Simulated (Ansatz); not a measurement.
FeSi: calculated against measured nuclear parameters

**Measured values to compare with.**

“Mössbauer parameters of Fe-related defects in group-IV semiconductors: first principles calculations”, 2016, arXiv:1604.08425 quotes: isomer shift of ⁵⁷Fe 0.282 mm/s against α-Fe; |ΔE_Q| of ⁵⁷Fe 0.495 mm/s.

“Density functional theory-based electric field gradient database”, 2020, arXiv:2005.09255 quotes: |V_zz| at Fe 4.45 × 10²¹ V/m².

Cell of run 1: a COD entry, taken as it stands.

Space group P2_13 (No. 198); a = 4.4670 Å.

| site | Wyckoff | site symmetry | x | y | z |
| --- | --- | --- | --- | --- | --- |
| Fe | 4a | .3. | 0.1340 | 0.1340 | 0.1340 |
| Si | 4a | .3. | 0.8445 | 0.8445 | 0.8445 |

One atom of each set is listed.

All runs are DFT with Ansatz 0.2.0 (plane waves and PAW, scalar-relativistic unless spin–orbit coupling is named, Γ-centred meshes, Fermi–Dirac smearing) in this cell. Start moments of run 1 (μB): 3 on each Fe, none on the rest.

Run 1: PBE, parallel start moments, atoms as given; 420 eV, 10×10×10 k-points, smearing 0.05 eV.
Run 2: PBE, parallel start moments, atoms relaxed; 420 eV, 10×10×10 k-points, smearing 0.05 eV.
Run 3: r2SCAN, parallel start moments, at the relaxed atoms; 500 eV, 10×10×10 k-points, smearing 0.05 eV.
Run 4: LDA, parallel start moments, at the relaxed atoms; 420 eV, 10×10×10 k-points, smearing 0.05 eV.

Relaxed positions (PBE, cell held):

Fe (0.1355, 0.1355, 0.1355)
Si (0.8407, 0.8407, 0.8407)

ΔE_Q = ½eQV_zz(1 + η²/3)^½ with Q = 0.160 b for the 14.4 keV state of ⁵⁷Fe. Isomer shifts come from the density at the nucleus and a line fitted to measured compounds for each functional, which can include this one (rms miss 0.11 mm/s for PBE, 0.08 mm/s for r2SCAN). The measured V_zz are derived from measured couplings with the nuclear moments that the source uses.

Q: How well do the runs reproduce the measured values?

A: 

```
            quantity       unit  measured  run 1  run 2  run 3  run 4
isomer shift of ⁵⁷Fe       mm/s     0.282   0.27   0.27   0.26      –
      |ΔE_Q| of ⁵⁷Fe       mm/s     0.495   0.85   0.88   0.17   0.83
        |V_zz| at Fe  10²¹ V/m²      4.45   5.14   5.30   1.04   4.99
```

For the isomer shift of ⁵⁷Fe, the closest is runs 1, 2 (-0.01 mm/s), the farthest run 3 (-0.02 mm/s). For the |ΔE_Q| of ⁵⁷Fe, the closest is run 3 (-65 %), the farthest run 2 (+78 %). For the |V_zz| at Fe, the closest is run 4 (+12 %), the farthest run 3 (-77 %).

The runs hold the atoms at rest, while the measurements include thermal motion; the measured shifts also hold a second-order Doppler term that lowers them by about 0.1 mm/s between helium and room temperature; Q(⁵⁷Fe) = 0.16 b was itself derived with calculated gradients, so agreement on iron is partly built in. A dash marks a run that gives no such value.

With these PAW files V_zz is typically within 2 to 3 % of all-electron values, but misses above 10 % occur on Fe. The magnetic order is the one that the run reached from its start moments, not necessarily the measured one. In run 3 the program didn't check the stability of the electronic state in full, so a lower one may lie near. In runs 1, 2, 4 the gap is small for the k-mesh or the smearing, and small gradients can still move by 0.1 × 10²¹ V/m² or more. In run 3 there is no gap above 0.1 eV, so the gradients can move by 10 % or more with the k-mesh. In runs 1, 2, 4 the start moments die out. In runs 1, 3 the atoms aren't at the calculated equilibrium (largest force 0.52, 0.44 eV/Å). The cell isn't the equilibrium one in run 4 (calculated pressure -15 GPa), and the entry's cell may itself be off.
